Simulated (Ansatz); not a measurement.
## Sn$_{2}$C: computed DOS

Space group Fm-3m (No. 225). a = 6.365 Å, b = 6.365 Å, c = 6.365 Å, α = 90.00°, β = 90.00°, γ = 90.00°
| atom | site | symmetry | x | y | z |
| --- | --- | --- | --- | --- | --- |
| C | 4a | m-3m | 0.0000 | 0.0000 | 0.0000 |
| Sn | 8c | -43m | 0.2500 | 0.7500 | 0.7500 |

The runs use the primitive cell with vectors (0.000, 3.182, 3.182), (3.182, 0.000, 3.182), (3.182, 3.182, 0.000) Å, to which the k mesh refers.

The cell was built from the fluorite type and relaxed in the same program, and has space group Fm-3m; it needn't be a known or the stable phase.

Spin–orbit coupling is left out, though it moves levels of the heavy atoms by tenths of an eV or more.

Computed with Ansatz 0.2.0, DFT, PBE, all-electron LAPW, scalar-relativistic.

Settings: a Γ-centred 11×11×11 k mesh, Fermi–Dirac smearing of 0.05 eV, basis error target 0.5 meV/atom, no spin polarisation.

States per eV and cell, averaged over 0.6 eV, from -13.0 to 1.8 eV, with energies (bin centres) from the Fermi level; empty bins are left out. 

```json
{"E (eV)": "-12.8", "total": "0.01"}
{"E (eV)": "-12.2", "total": "0.32"}
{"E (eV)": "-11.6", "total": "0.61"}
{"E (eV)": "-11.0", "total": "1.12"}
{"E (eV)": "-10.4", "total": "1.28"}
{"E (eV)": "-8.6", "total": "0.24"}
{"E (eV)": "-8.0", "total": "1.68"}
{"E (eV)": "-7.4", "total": "1.10"}
{"E (eV)": "-6.8", "total": "1.20"}
{"E (eV)": "-6.2", "total": "1.07"}
{"E (eV)": "-5.6", "total": "0.81"}
{"E (eV)": "-5.0", "total": "0.38"}
{"E (eV)": "-4.4", "total": "0.90"}
{"E (eV)": "-3.8", "total": "1.12"}
{"E (eV)": "-3.2", "total": "1.25"}
{"E (eV)": "-2.6", "total": "1.78"}
{"E (eV)": "-2.0", "total": "1.72"}
{"E (eV)": "-1.4", "total": "1.24"}
{"E (eV)": "-0.8", "total": "1.36"}
{"E (eV)": "-0.2", "total": "0.96"}
{"E (eV)": "0.4", "total": "1.71"}
{"E (eV)": "1.0", "total": "2.31"}
{"E (eV)": "1.6", "total": "1.81"}
```
